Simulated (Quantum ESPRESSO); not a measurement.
pw.x input (Quantum ESPRESSO 7.5; PBEsol, PseudoDojo standard norm-conserving files, scalar-relativistic):

```
&CONTROL
  calculation = 'scf'
  pseudo_dir = './pseudo'
  outdir = './out'
  tprnfor = .true.
  tstress = .true.
/
&SYSTEM
  ibrav = 0
  nat = 1
  ntyp = 1
  ecutwfc = 68.0
  ecutrho = 272.0
  occupations = 'smearing'
  smearing = 'fd'
  degauss = 0.005
  nbnd = 12
/
&ELECTRONS
  conv_thr = 1e-10
/
ATOMIC_SPECIES
Ir 192.2170 Ir.upf
CELL_PARAMETERS angstrom
  0.000000000000   1.926965000000   1.926965000000
  1.926965000000   0.000000000000   1.926965000000
  1.926965000000   1.926965000000   0.000000000000
ATOMIC_POSITIONS crystal
Ir   0.000000000000   0.000000000000   0.000000000000
K_POINTS automatic
20 20 20 0 0 0
```

End of the output:

```
     total energy              =    -229.73355456 Ry
     estimated scf accuracy    <       0.00000094 Ry
     total energy              =    -229.73355486 Ry
     estimated scf accuracy    <       0.00000007 Ry
     total energy              =    -229.73355488 Ry
     estimated scf accuracy    <          1.3E-10 Ry
[...]
     the Fermi energy is    25.3241 ev
!    total energy              =    -229.73355488 Ry
     estimated scf accuracy    <          2.1E-11 Ry
     smearing contrib. (-TS)   =      -0.00083028 Ry
     internal energy E=F+TS    =    -229.73272460 Ry
     The total energy is F=E-TS. E is the sum of the following terms:
     one-electron contribution =     -34.27831113 Ry
     hartree contribution      =      29.37861499 Ry
     xc contribution           =     -42.89586103 Ry
     ewald contribution        =    -181.93716743 Ry
     convergence has been achieved in   7 iterations
     Forces acting on atoms (cartesian axes, Ry/au):
     atom    1 type  1   force =     0.00000000    0.00000000    0.00000000
     Total force =     0.000000     Total SCF correction =     0.000000
     Computing stress (Cartesian axis) and pressure
          total   stress  (Ry/bohr**3)                   (kbar)     P=      -74.51
  -0.00050651   0.00000000   0.00000000          -74.51        0.00        0.00
   0.00000000  -0.00050651   0.00000000            0.00      -74.51        0.00
   0.00000000   0.00000000  -0.00050651            0.00        0.00      -74.51
```

Spin-orbit coupling is not included.

Geometry of the Materials Project entry, not relaxed at this level.
